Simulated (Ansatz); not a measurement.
Here is an unrelaxed guess for MgCdS₄.

```
CELL_PARAMETERS angstrom
5.55627 0.00000 0.00000
-2.77813 4.81187 0.00000
0.00000 0.00000 5.01451
ATOMIC_POSITIONS crystal
Mg 0.00000 0.00000 0.00000
Cd 0.00000 0.00000 0.50000
S 0.33333 0.66667 0.74089
S 0.33333 0.66667 0.25911
S 0.66667 0.33333 0.25911
S 0.66667 0.33333 0.74089
```

The calculation used DFT PBE, scalar-relativistic, plane waves, PAW in Ansatz 0.2.0. Plane waves to 420 eV, a k mesh through Γ of 6×6×4 on the computed 6-atom cell and Gaussian smearing (0.10 eV); no spin polarisation.

Formation energies are uncorrected and refer to the elements' standard structures at the same level.

Q: What does a single point on this coarse mesh give?

A: The pressure is -3.7 GPa (the mean over three directions, positive in compression), the largest force is 0.88 eV/Å, and the energy is +0.46 eV/atom against the elements. The shortest distance is 2.42 Å.

Q: Is it a good guess?

A: A rough one: relaxing gains about 0.31 eV/atom (the start's value is from the coarse mesh, so the gain is rough) in 13 ionic steps and ends at +0.15 eV/atom on the finer mesh. The symmetry stays P6/mmm (No. 191). The volume per atom grows by 8.4 %, from 22.3 to 24.2 Å³. The shortest distance goes from 2.42 Å (S–S) to 1.96 Å (S–S). Conventional cell: a = 5.574 Å, c = 5.402 Å. Mg is surrounded by 2 Cd at 2.70 Å; Cd is surrounded by 2 Mg at 2.70 Å and 12 S at 3.36 Å; S is surrounded by 1 S at 1.96 Å, 3 S at 3.22 Å and 3 Cd at 3.36 Å.

The last run used a 12×12×8 mesh (in the run's order of axes) for its 6-atom cell and Gaussian smearing of 0.10 eV. The reference form of S is held partly by dispersion forces, which this level lacks. The relaxation can't lower the symmetry of the start, and the grade says only how near the guess is to its own end. A structure relaxed within its symmetry needn't be a true minimum. Another cell of MgCdS4 relaxed alike, in P4/mmm, lies 0.32 eV/atom lower, so this cell isn't the stable form at this level.
